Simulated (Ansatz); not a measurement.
An Ansatz (an electronic-structure program) input:

Ansatz 0.2 input:
```yaml
crystal:
  lattice:
    - [6.2508917064, 0.0, 0.0]
    - [0.0, 6.4875060385, 0.0]
    - [0.0, 0.0, 4.15600557]
  atoms:
    - { symbol: Ca, position: [0.5, 0.5, 0.5] }
    - { symbol: Ca, position: [0.0, 0.0, 0.0] }
    - { symbol: Cl, position: [0.7727094604, 0.1678489268, 0.5] }
    - { symbol: Cl, position: [0.2272905396, 0.8321510732, 0.5] }
    - { symbol: Cl, position: [0.2727094604, 0.3321510732, 0.0] }
    - { symbol: Cl, position: [0.7272905396, 0.6678489268, 0.0] }
kpoints:
  mp_grid: { grid: [3, 3, 4] }
hamiltonian:
  xc: hse06
  pseudopotentials: { kind: paw }
scf:
  n_extra_bands: 6
  occupations: { method: fixed }
output:
  eigenvalues: true
  eigenstates:
    e_range: [-9.0, 17.0]
    kpoints:
      - [0.0, 0.0, 0.0]  # VBM
      - [0.0, 0.0, 0.0]  # CBM
```

**Question.** How many symmetry operations and irreducible k-points will the run report?

**Answer.** 8 operations, 12 of 36 k-points.

**Question.** With a cutoff of 420 eV, how many plane waves at Γ?

**Answer.** 3289.

It took roughly 2.6 core-minutes on shared server cores.

The points marked VBM and CBM come from a semilocal run.

Space group Pnnm. The first step of the workflow began from a Materials Project structure, measured or hypothetical; the Crystallography Open Database files this formula in space group No. 58, but the cells were not matched. Its standing as an ambient phase is unchecked. The cell was relaxed with r²SCAN under the symmetry of its start; its stability against distortions is not shown here.

Potentials: the later of the program's two PAW sets.

Ansatz is a plane-wave DFT program.
